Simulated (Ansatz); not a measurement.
# How far is PAW off for Lu?

```
CELL_PARAMETERS angstrom
3.45712 0.00000 0.00000
-1.72856 2.99396 0.00000
0.00000 0.00000 5.39099
ATOMIC_POSITIONS crystal
Lu 0.33333 0.66667 0.25000
Lu 0.66667 0.33333 0.75000
```

Atoms are numbered in the order listed.

The structure comes from a relaxation in the same program, started in the hcp type. Whether it is a known phase or the ground state wasn't checked. The listed cell was then made from it by scaling, straining or moving an atom.

No spin–orbit coupling, which matters for the heavy atoms here.

Levels of theory: DFT, PBE, PAW with Ansatz's default frozen-core files, scalar-relativistic (Ansatz 0.2.0); DFT, PBE, all-electron PAW with datasets made for the crystal, scalar-relativistic (Ansatz 0.2.0); DFT, PBE, all-electron LAPW, scalar-relativistic (Ansatz 0.2.0).

For PAW: a Γ-centred 12×12×6 k mesh, Fermi–Dirac smearing of 0.05 eV, cutoff 420 eV, no spin polarisation. The crystal-made all-electron datasets (AE datasets) take a cutoff of 340 eV at this cell. LAPW targets a basis error of 0.25 meV/atom. The Ansatz runs share mesh, smearing and spin set-up. Plane-wave (PAW) pressures include the program's estimate of the Pulay term.

Stress and pressure are positive in compression.

The change that made this cell: volume scaled by 0.96.

No spin–orbit coupling: at heavy atoms the gradients can be off by tens of per cent for that reason.

In a metal, gradients converge slowly with the k mesh: the values move by tens of per cent from one mesh to another, at times in sign, so only the comparison on one mesh counts.

| quantity | PAW | AE datasets | LAPW |
| --- | --- | --- | --- |
| pressure (GPa) | 2.06 | 2.07 | 2.07 |
| stress xx (GPa) | 2.11 | 2.11 | 2.11 |
| stress zz (GPa) | 1.97 | 1.97 | 1.97 |
| field gradient Vzz at Lu1 (10²¹ V/m²) | ? | ? | – |

Q: Give the missing entry: row "field gradient Vzz at Lu1 (10²¹ V/m²)", column "PAW".

A: 7.29.

Q: What belongs in the row "field gradient Vzz at Lu1 (10²¹ V/m²)", column "AE datasets"?

A: 7.49.
